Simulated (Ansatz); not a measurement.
MoW:
```yaml
crystal:
  lattice:
    - [0.00000, 2.58984, 2.58984]
    - [2.58984, 0.00000, 2.58984]
    - [2.58984, 2.58984, 0.00000]
  atoms:
    - { symbol: Mo, position: [0.00000, 0.00000, 0.00000] }
    - { symbol: W, position: [0.50000, 0.50000, 0.50000] }
```

Relaxed with PBEsol. Special points in fractions of this cell's reciprocal vectors: Γ (0.000, 0.000, 0.000); X (0.500, 0.000, 0.500); U (0.625, 0.250, 0.625); K (0.375, 0.375, 0.750); L (0.500, 0.500, 0.500); W (0.500, 0.250, 0.750).

Task: List the band energies nearest the Fermi level at these points for plane-wave PAW PBEsol (Ansatz code).

Result: In eV from the Fermi level; about four levels below and three above (degenerate sets whole), none deeper than 8.9 eV; points with the same levels are listed once.

| k | below | above |
|---|---|---|
| Γ | -4.43 -4.43 -4.01 -4.01 -4.01 | 4.42 4.42 4.42 |
| X | -4.47 -3.46 -2.54 -0.34 | 0.70 0.70 1.59 1.59 |
| U | -2.71 -2.51 -2.42 -0.26 | 1.68 1.89 2.41 |
| L | -1.27 -1.27 -1.05 -1.05 | 0.42 0.42 0.83 0.83 |
| W | -3.68 -3.03 -0.47 -0.42 | 0.88 1.36 2.90 2.90 |

Space group Fm-3m (rock salt). The start of the workflow was typed in or built on a structure type; neither database checked (COD, Materials Project) lists it. Its standing as an ambient phase is unchecked. The PBEsol relaxation kept the symmetry of its start. At this level the phase is mechanically unstable. No spin polarisation was allowed. Its formation energy is positive at this level, so the cell may be metastable or incomplete. Spin–orbit coupling is left out wherever it is not named.

Potentials: the later of the program's two PAW sets.
